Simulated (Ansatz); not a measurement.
The calculation used Ansatz 0.2.0, DFT PBE, scalar-relativistic, plane waves, PAW. Settings: cutoff 420 eV, Γ-centred meshes spaced at most about 0.3 Å⁻¹, and about 0.25 Å⁻¹ or finer for metals (2π included), Gaussian smearing. No spin polarisation in the final relaxations.

Each of these unrelaxed guesses is relaxed in cell and atoms within its symmetry. A guess keeps its type if space group and coordination stay and the shape of the cell changes little (axis ratios within about 15 %, angles within 6°); the volume may change.

1. Zr2NbN3

```
CELL_PARAMETERS angstrom
4.19462 0.00000 0.00000
-2.09731 3.63265 0.00000
0.00000 0.00000 6.35352
ATOMIC_POSITIONS crystal
Zr 0.33333 0.66667 0.20523
Zr 0.66667 0.33333 0.20523
Nb 0.00000 0.00000 0.52013
N 0.50000 0.00000 0.94687
N 0.00000 0.50000 0.94687
N 0.50000 0.50000 0.94687
```

2. Si3C2

```
CELL_PARAMETERS angstrom
4.14517 0.00000 0.00000
-2.07259 3.58982 0.00000
0.00000 0.00000 5.67014
ATOMIC_POSITIONS crystal
Si 0.22739 0.00000 0.00000
Si 0.00000 0.22739 0.00000
Si 0.77261 0.77261 0.00000
C 0.33333 0.66667 0.50000
C 0.66667 0.33333 0.50000
```

3. B3C

```
CELL_PARAMETERS angstrom
2.41039 0.00000 0.00000
-1.20520 2.08746 0.00000
0.00000 0.00000 7.50878
ATOMIC_POSITIONS crystal
B 0.00000 0.00000 0.00000
B 0.66667 0.33333 0.76162
B 0.66667 0.33333 0.23838
C 0.00000 0.00000 0.50000
```

4. TaSiO4

```
CELL_PARAMETERS angstrom
0.00000 3.16645 3.16645
3.16645 0.00000 3.16645
3.16645 3.16645 0.00000
ATOMIC_POSITIONS crystal
Ta 0.75000 0.75000 0.75000
Si 0.00000 0.00000 0.00000
O 0.37410 0.87770 0.37410
O 0.37410 0.37410 0.87770
O 0.37410 0.37410 0.37410
O 0.87770 0.37410 0.37410
```

**Question.** Which keep their type?

**Answer.** Guess 4 keeps its type.

| guess | kept | start group | end group | V start (Å³/atom) | V end | b/a and c/a, end over start | nearest neighbours start | nearest neighbours end |
| --- | --- | --- | --- | --- | --- | --- | --- | --- |
| 1 | no | P6mm | P6/mmm | 16.1 | 12.9 | - | N 6, Nb 12, Zr 3 | N 4, Nb 8, Zr 6 |
| 2 | no | P-62m | P-62m | 16.9 | 10.9 | 1.00, 0.42 | C 3, Si 2 | C 6, Si 4 |
| 3 | no | P-6m2 | P-6m2 | 9.4 | 6.7 | 1.00, 0.59 | B 12, C 12 | B 4/8, C 6 |
| 4 | yes | F-43m | F-43m | 10.6 | 10.0 | 1.00, 1.00 | O 6, Si 16, Ta 16 | O 6, Si 16, Ta 16 |

Neighbours count within 15 % of an atom's shortest distance; end groups are read at 0.02 Å (0.05 Å in metals).

Spin–orbit coupling, which can matter for Ta, is left out. In B3C P-6m2, TaSiO4 F-43m an odd number of electrons in the primitive cell allows no gap without spin; a larger cell or a magnetic state could open one. Cells relaxed within their symmetry can be saddle points.

In counts of neighbours, a slash parts the counts of unlike sites.
